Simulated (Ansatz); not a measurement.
# Electric field gradients in PbO

The cell is an entry of the Crystallography Open Database (COD), ions relaxed with PBE at fixed cell.

```
CELL_PARAMETERS angstrom
3.97440 0.00000 0.00000
0.00000 3.97440 0.00000
0.00000 0.00000 5.02200
ATOMIC_POSITIONS crystal
Pb 0.00000 0.50000 0.24026
Pb 0.50000 0.00000 0.75974
O 0.00000 0.00000 0.00000
O 0.50000 0.50000 0.00000
```

Atom numbers follow the list; atoms alike are taken as one site, whose name carries the number of the first.

Method: Kohn–Sham DFT in Ansatz, PBE, plane waves and PAW, with spin–orbit coupling, 420 eV cutoff, Γ-centred 6×6×5 k-points, Fermi–Dirac smearing 0.02 eV.

C_Q = eQV_zz/h, which is 24.18 MHz for Q = 1 b and V_zz = 10²¹ V/m²; η = (V_xx − V_yy)/V_zz. Directions are in the Cartesian axes of the cell vectors above, for the atom listed; none is given where the gradient is under 0.02 or η is above 0.95.

Task: Give the quadrupolar parameters of the distinct sites.

Result: 

```json
{"site": "Pb", "first atom": "1", "first shell": "4 O at 2.32 Å", "V_zz (10²¹ V/m²)": "-24.7", "η": "0.00", "direction of V_zz (x, y, z)": "0.00 0.00 1.00"}
{"site": "O", "first atom": "3", "first shell": "4 Pb at 2.32 Å", "V_zz (10²¹ V/m²)": "0.15", "η": "0.00", "direction of V_zz (x, y, z)": "0.00 0.00 1.00"}
```

An axis of threefold or higher order runs through Pb and O, so V_zz lies along it and η is zero.

Hardware: 1 thread of Arm Neoverse V2 (aarch64; 32 cores open to the job, memory cap 3.0 GiB, no GPU), a shared host with a load of 0.4 a core. Wall time 35 s, CPU time 35 s, peak memory 0.7 GiB.
